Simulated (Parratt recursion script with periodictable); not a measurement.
How much of the 13.5 nm reflection of a Si/Mo multilayer on Si survives under a film?

| layer, from the top | thickness (Å) | density (g/cm³) | rms roughness of its top face (Å) | δ at 13.5 nm | β at 13.5 nm |
|---|---|---|---|---|---|
| Si (in each period) | 49.2 | 2.313 | 2 | 9.927 × 10⁻⁴ | 0.001813 |
| Mo (in each period) | 21.1 | 10.026 | 2 | 0.07476 | 0.006314 |
| Si (substrate) | – | 2.313 | 2 | 9.927 × 10⁻⁴ | 0.001813 |

The refractive index is n = 1 − δ + iβ; the runs take δ and β at each wavelength of the scan. Vacuum lies above.

Densities are inputs, not measurements. They were set from computed cells of the Materials Project: Si from entry mp-149 (Fd-3m, 2.313 g/cm³); Mo from entry mp-129 (Im-3m, 10.026 g/cm³); SiO2 from entry mp-6930 (P3₂21, 2.632 g/cm³). A layer's crystal structure does not enter its constants, only its composition and density.

Simulated, not measured: EUV and soft X-ray reflectivity, Parratt recursion, Névot-Croce roughness, Henke tables (Parratt recursion script with periodictable 1.7.1).

Light falls at α = 10° from the surface normal. It is s-polarised. The wavelength is scanned from 12.42 to 14.58 nm in 161 evenly spaced points, without smoothing. R at 13.5 nm is the value at the middle scan point.

The pair is repeated 40 times. A second run adds one film on top, with 2 Å rms roughness on its surface.

| film | thickness d (Å) | density (g/cm³) | δ at 13.5 nm | β at 13.5 nm | R at 13.5 nm (%) |
|---|---|---|---|---|---|
| none | – | – | – | – | 68.6 |
| SiO2 | 200 | 2.632 | 0.02628 | 0.01289 | ? |

**Question.** Estimate R at 13.5 nm under 200 Å of SiO2.

**Answer.** Light crosses the film twice, so the mirror's amplitude R₀^½ falls to a = R₀^½ exp[−4πβ(1 − δ)d/(λc)], with λ = 135 Å and c = [(1 − δ)² − sin²α]^½ (sin²α = 0.0302). The film surface reflects an amplitude of about f = |(1 − n)/(1 + n)|, the value for a smooth face at normal incidence, whose phase against a this estimate leaves open. Reflection at the film's lower face is left out.

For SiO2: c = 0.9581, exponent 4πβ(1 − δ)d/(λc) = 0.244, a = 0.649, a² = 42.1 %; f = 0.015. With f in or out of phase, (a ± f)² spans 40.2 to 44.1 %.

The run gave 40.4 %, 0.96 times a² and inside that span.
